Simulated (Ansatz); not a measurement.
In3GaP4 as one 8-atom ordering (R3m) on the zincblende lattice: a band-structure calculation in Ansatz (PBE). Cell and atoms come from a relaxation with r2SCAN.

```yaml
crystal:
  lattice:
    - [2.0489609394, 1.1829681499, 13.4160019928]
    - [-2.0489609394, 1.1829681499, 13.4160019928]
    - [0.0, -2.3659362998, 13.4160019928]
  atoms:
    - { symbol: Ga, position: [1.0002957054, 0.0002957054, 0.0002957054] }
    - { symbol: In, position: [0.2524361742, 0.2524361742, 0.2524361742] }
    - { symbol: In, position: [0.5000764354, 0.5000764354, 0.5000764354] }
    - { symbol: In, position: [0.7477629142, 0.7477629142, 0.7477629142] }
    - { symbol: P, position: [0.3160865723, 0.3160865723, 0.3160865723] }
    - { symbol: P, position: [0.5633765495, 0.5633765495, 0.5633765495] }
    - { symbol: P, position: [0.8110632141, 0.8110632141, 0.8110632141] }
    - { symbol: P, position: [0.0589024351, 0.0589024351, 0.0589024351] }
kpoints:
  mp_grid: { grid: [8, 8, 8] }
  band_path:
    path:
      - [[0.0, 0.0, 0.0], [-0.5, -0.5, -0.5], [-0.5, -0.1718499937685, -0.8281500062315]]
      - [[-0.1718499937685, 0.1718499937685, -0.5], [-6.407196665154e-17, 6.607026269872e-18, -0.5], [0.0, 0.0, 0.0], [-1.424506040247e-16, 0.3359249968842, -0.3359249968842]]
      - [[-0.3359249968842, 8.389304546116e-17, -0.6640750031158], [-0.5, 8.389304546116e-17, -0.5], [0.0, 0.0, 0.0]]
    npoints: 10
hamiltonian:
  xc: pbe
scf:
  occupations: { method: fermi_dirac, width: 0.02 }
  n_extra_bands: 6
output:
  forces: true
  stress: true
  eigenvalues: true
```

The output follows, shortened, with numbered blanks.
```
Functional definition: PBE
Crystal: 8 atoms, lattice volume = 195.111 Å³
Basis set: ecut = 420 eV, 3795 PW (Γ), FFT grids on a1−a3, a2−a3, a3
Bands: 42, of which v1, the nominal top of the filled ones, is band 36 counted from 1 (35 counted from 0)
Symmetry: 6 space group operations
Space group: R3m (ITA 160)
k-points: 65 of 512 (time reversal used)
SCF 1 converged in 8 iterations: F = -23601.341213 eV  dr2 = 1.14e-8
SCF converged after 8 iterations
Free energy (F): -23601.341213 eV
[1]
--- Forces (eV/Å), atoms counted from 1 ---
[2]
--- Stress (GPa, compression-positive) ---
        1.785958       0.000000       0.000000
        0.000000       1.785958       0.000000
        0.000000       0.000000       1.855999
  P = ⅓ Tr σ = 1.8093 GPa (18.093 kbar)
--- Band table (eV; the first three rows and the last of 65) ---
[3]
```

The rows of the band table are 0: (0, 0, 0) = Γ, 1: (0, 0, 1/8), 2: (0, 0, 1/4), 64: (-1/2, -1/2, -1/2) = T.

Question: Give the withheld lines. They hold the Fermi energy and the band table, the forces.

Answer:
```
[1]
Fermi energy:    7.116121 eV
[2]
  atom   1  Ga      0.00000      0.00000    -0.06729
  atom   2  In      0.00000      0.00000      0.01828
  atom   3  In      0.00000      0.00000      0.01019
  atom   4  In      0.00000      0.00000      0.01514
  atom   5  P       0.00000      0.00000      0.01271
  atom   6  P       0.00000      0.00000    -0.00973
  atom   7  P       0.00000      0.00000    -0.01003
  atom   8  P       0.00000      0.00000      0.03072
[3]
  k-point 0: bands = […, 6.2013, 6.3535, 6.3535, 6.7095, 6.8421, 6.8421, 7.3598, 8.0852, 8.7138, 8.8936, …]
  k-point 1: bands = […, 5.4482, 5.7825, 5.8449, 6.3235, 6.5949, 6.6027, 8.3395, 8.8653, 9.4980, 9.6300, …]
  k-point 2: bands = […, 4.9350, 5.1105, 5.3148, 6.0076, 6.1436, 6.1525, 8.6926, 9.1459, 9.4290, 9.8029, …]
  k-point 64: bands = […, 6.0767, 6.0767, 6.5863, 6.5863, 6.7115, 6.7115, 7.6800, 8.6186, 8.6928, 8.7436, …]
```
Only the leading digits can be foreseen; the rest is this run's record.

PBE gives a direct gap of 0.52 eV at Γ. The gap is the least over the mesh and the extra points. With the atoms held, the mean pressure is +1.81 GPa (compression positive). The largest force is 0.07 eV/Å.

Command: `ansatz run input.yaml --threads 4 --pin off --max-ram 6451MiB --backend cpu --events-out ev --progress --plain --runs-dir out`. It took 9.6 s on 4 threads of Intel(R) Xeon(R) 6975P-C (Granite Rapids), on a shared host, load about 0.1 per core; peak host memory 0.82 GiB.

Values at 0 K without nuclear motion; spin polarisation is off, and the phase may be a hypothetical one.

Spin-orbit coupling is left out.
